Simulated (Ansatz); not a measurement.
Relaxed-ion elastic tensor of GaPt₃N (anti-perovskite, Pm-3m) in GPa (Voigt order), PBEsol in the plane-wave PAW code Ansatz; density 15.59 g/cm³, 14.25 Å³ per atom.

```csv
,1,2,3,4,5,6
1,267,180,180,0.0,0.0,0.0
2,180,267,180,0.0,0.0,0.0
3,180,180,267,0.0,0.0,0.0
4,0.0,0.0,0.0,-54.6,0.0,0.0
5,0.0,0.0,0.0,0.0,-54.6,0.0
6,0.0,0.0,0.0,0.0,0.0,-54.6
```

Problem. Is the crystal mechanically stable?

Solution. No: the smallest eigenvalue of C is -54.6 GPa.

The start of the workflow was typed in or built on a structure type; neither database checked (COD, Materials Project) lists it. Its standing as an ambient phase is unchecked. Symmetry was held in the PBEsol relaxation. At this level the phase is dynamically unstable (imaginary phonons). No spin polarisation was allowed. The volume moved by 19 % from the start of the relaxation. Its formation energy is positive at this level, so the cell may be metastable or incomplete. As this level gives no gap, shear constants depend on the k-mesh and smearing (Fermi–Dirac, 0.1 eV here). On the denser mesh and wider smearing of the elastic run this cell carries a stress of 0.3 GPa. Scalar-relativistic: spin–orbit coupling is off unless named, which matters more the heavier the elements.

Potentials: the earlier of the program's two PAW sets. The files were generated under PBE; for other functionals the program regenerates the frozen cores, and for LDA and PBEsol the local potential too.
